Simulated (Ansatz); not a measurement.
BiRh (NiAs type)

```yaml
crystal:
  lattice:
    - [4.12992, 0.00000, 0.00000]
    - [-2.06496, 3.57662, 0.00000]
    - [0.00000, 0.00000, 5.69239]
  atoms:
    - { symbol: Bi, position: [0.33333, 0.66667, 0.25000] }
    - { symbol: Bi, position: [0.66667, 0.33333, 0.75000] }
    - { symbol: Rh, position: [0.00000, 0.00000, 0.50000] }
    - { symbol: Rh, position: [0.00000, 0.00000, 0.00000] }
```

The slice is a (1 -1 0 0) plane (indices of the conventional cell) through the point (0.000, 0.000, 0.000) (fractional), spanned by u = [110] and v = [001] in vectors of this cell: u (4.13 Å) and v (5.69 Å, at 90° to u). It covers one period; positions are fractions (u, v).

The numbers are results of r2SCAN (plane waves to 500 eV, PAW, scalar-relativistic; Ansatz, a quantum-chemistry and plane-wave program), not measurements. k mesh 13×13×8. Inside the PAW spheres the values are not all-electron values, and peaks at nuclei hang on which shells count as valence. BiRh is run without spin polarisation. BiRh was relaxed with its symmetry unable to fall. Spin-orbit coupling is left out, though Bi is heavy.

What is the ELF at the midpoint of the shortest Rh–Rh line in this plane (2.85 Å)?

0.26.

What is the valence density on the shortest Rh–Rh line in this plane (2.85 Å), at its midpoint?

0.28 e/Å³.

Predict the map of the valence electron density on the slice.


```
|@@%#+-.       .-+#%@|
|%%#*=:..     ..:=*#%|
|##*=-:..     ..:-=*#|
|++=-:...........:-=+|
|--::.............::-|
|::.................:|
|..........:.........|
|::.................:|
|--::.............::-|
|++=-:...........:-=+|
|##*=-:..     ..:-=*#|
|%%#*=:..     ..:=*#%|
|@@%#+-.       .-+#%@|
|@@%#+-.       .-+#%@|
|@@%#+-.       .-+#%@|
|%%#*=:..     ..:=*#%|
|##*=-:..     ..:-=*#|
|++=-:...........:-=+|
|--::.............::-|
|::.................:|
|..........:.........|
|::.................:|
|--::.............::-|
|++=-:...........:-=+|
|##*=-:..     ..:-=*#|
|%%#*=:..     ..:=*#%|
|@@%#+-.       .-+#%@|
|@@%#+-.       .-+#%@|
```
Scale: ten equal steps from -0.92 (start of ' ') to 1.18 (end of '@'), in the order ' .:-=+*#%@'. Values: log₁₀ of the valence density in e/Å³. The map has 20 points along u (one character each, u = 0 at the left) and 28 along v (v = 0 in the bottom row). The scale is logarithmic, as a density can span decades between atoms and voids.
